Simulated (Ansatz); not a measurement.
Sc2SiB2:
```
Sc2SiB2
1.0
    3.15631     0.00000     0.00000
   -1.57815     2.73344     0.00000
    0.00000     0.00000     7.81113
Sc Si B
2 1 2
Cartesian
  0.00000   1.82230   5.62881
  0.00000   1.82230   2.18232
  0.00000   0.00000   0.00000
  0.00000   0.00000   3.90556
  1.57815   0.91115   3.90556
```

Relaxed with PBE. Special points in fractions of this cell's reciprocal vectors: Γ (0.000, 0.000, 0.000); M (0.500, 0.000, 0.000); K (0.333, 0.333, 0.000); A (0.000, 0.000, 0.500); L (0.500, 0.000, 0.500); H (0.333, 0.333, 0.500).

Task: List the band energies nearest the Fermi level at these points for plane-wave PAW PBE (Ansatz code).

Result: In eV from the Fermi level; about four levels below and three above (degenerate sets whole), none deeper than 8.9 eV; points with the same levels are listed once.

| k | below | above |
|---|---|---|
| Γ | -1.66 -0.87 -0.70 -0.70 | 2.16 2.16 2.17 2.17 |
| M | -2.19 -1.93 -0.73 -0.38 | 2.29 2.85 3.00 |
| K | -2.24 -1.60 -1.33 -0.81 | 0.91 2.51 2.64 |
| A | -4.55 -3.43 -0.69 -0.69 | 0.51 1.83 2.02 2.02 |
| L | -1.91 -1.45 -1.26 -0.12 | 1.79 2.33 3.72 |
| H | -2.43 -1.32 -1.30 -1.25 | 0.66 3.37 3.38 |

Space group P-6m2. The start of the workflow was typed in or built on a structure type; neither database checked (COD, Materials Project) lists it. Its standing as an ambient phase is unchecked. The PBE relaxation kept the symmetry of its start; its stability against distortions is not shown here. The run is not spin-polarised.

Potentials: the earlier of the program's two PAW sets.
